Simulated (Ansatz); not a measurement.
Space group P6_3/mmc (No. 194). a = 3.604 Å, b = 3.604 Å, c = 6.078 Å, α = 90.00°, β = 90.00°, γ = 120.00°
```json
{"atom": "Ti", "site": "2a", "symmetry": "-3m.", "x": "0.0000", "y": "0.0000", "z": "0.5000"}
{"atom": "As", "site": "2c", "symmetry": "-6m2", "x": "0.6667", "y": "0.3333", "z": "0.7500"}
```

Equation of state of this TiAs structure (not necessarily the ground state), with shape and atoms relaxed at each volume where symmetry leaves them free. It has no gap at any of these volumes. The calculation used Ansatz 0.2.0, DFT PBEsol, scalar-relativistic, plane waves, PAW.

Settings: cutoff 420 eV, Γ-centred mesh 12×12×8 on the computed 4-atom cell, Gaussian smearing of 0.10 eV; no spin polarisation.

| V (Å³/atom) | E − E(largest V) (meV/atom) | P (GPa) |
| --- | --- | --- |
| 16.063 | 4.43 | 8.66 |
| 16.575 | -15.60 | 4.04 |
| 17.088 | -21.82 | 0.00 |
| 17.600 | -16.07 | -3.46 |
| 18.113 | 0.00 | -6.44 |

Q: Fit a third-order Birch–Murnaghan equation to E(V).

A: V0 = 17.09 Å³/atom, B0 = 124 GPa, B0' = 3.8.